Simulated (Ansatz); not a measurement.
Relaxed-ion elastic tensor of SnO2 (rutile, P4_2/mnm) in GPa (Voigt order), the program Ansatz at the PBEsol level (PAW); density 6.85 g/cm³, 12.18 Å³ per atom.

```
 230   162   143   0.0   0.0   0.0
 162   230   143   0.0   0.0   0.0
 143   143   404   0.0   0.0   0.0
 0.0   0.0   0.0  89.5   0.0   0.0
 0.0   0.0   0.0   0.0  89.5   0.0
 0.0   0.0   0.0   0.0   0.0   191
```

Q: Is the crystal mechanically stable?

A: Yes: the smallest eigenvalue of C is 68.4 GPa.

Q: Work out the Voigt, Reuss and Hill averages.

A: K_V = 196, K_R = 187, K_H = 191; G_V = 102, G_R = 74.8, G_H = 88.3 GPa.

Q: Give Young's modulus, Poisson's ratio, Pugh's ratio and the universal anisotropy index.

A: E = 9KG/(3K + G) = 230 GPa; ν = 0.30; K/G = 2.17 (ductile by the Pugh limit of 1.75); A_U = 5G_V/G_R + K_V/K_R − 6 = 1.85.

Q: Estimate the sound speeds and the Debye temperature.

A: v_l = √((K + 4G/3)/ρ) = 6720 m/s, v_t = √(G/ρ) = 3590 m/s, mean 4010 m/s; Θ = (h/k)(3n/4πV)^(1/3) v_m = 519 K.

Q: Solve the Christoffel equation for the three sound speeds along x, y, z.

A: Eigenvalues of C_ijkl n_j n_l equal ρv². In km/s, slowest first: x 3.61, 5.29, 5.79; y 3.61, 5.29, 5.79; z 3.61, 3.61, 7.68.

Q: How much does each axis shrink under pressure?

A: Linear compressibilities β_i = Σ_j S_ij (j = 1 to 3): x 2.2, y 2.2, z 0.89 per TPa.

The PBEsol relaxation kept the symmetry of its start. Scalar-relativistic: spin–orbit coupling is off unless named, which matters more the heavier the elements.

Potentials: the later of the program's two PAW sets.
